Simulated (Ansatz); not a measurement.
K2NiO2 in space group I4/mmm (No. 139; K on 4e, Ni on 2a, O on 4e), the program Ansatz at the PBE level (PAW), all energies at zero smearing, with the estimated change up to a 700 eV cutoff added, with one set of potentials and settings (totals compare only within such a set). Cell of 5 atoms (2 K, 1 Ni, 2 O): -10051.084 eV.

```csv
element,reference phase,E (eV/atom)
K,"Im-3m, 1 atoms in the cell",-1537.7858
Ni,"Fm-3m, 1 atoms in the cell, spin-polarised",-5839.7239
O,"C2/m, 4 atoms in the cell, spin-polarised",-565.0000
```

Formation energy per atom, worked out: (-10051.084 − 2×(-1537.7858) − 1×(-5839.7239) − 2×(-565.0000))/5 = -1.158 eV/atom (-112 kJ per mol of atoms), at 0 K, without zero-point energy or fitted corrections.

The workflow started from an entry of the Crystallography Open Database (COD). Whether it is the stable phase at ambient conditions was not checked. The cell was relaxed with PBE under the symmetry of its start; its stability against distortions is not shown here. Spin order of the final state: ferromagnetic, chosen from 4 collinear starts compared on coarse meshes (ties went to the first, and starts can fall back to one state), not a proven ground state. No Hubbard U is applied. The references are the lowest solids computed at this level, not always the standard phases (solids in place of the gases).

Potentials: the later of the program's two PAW sets.
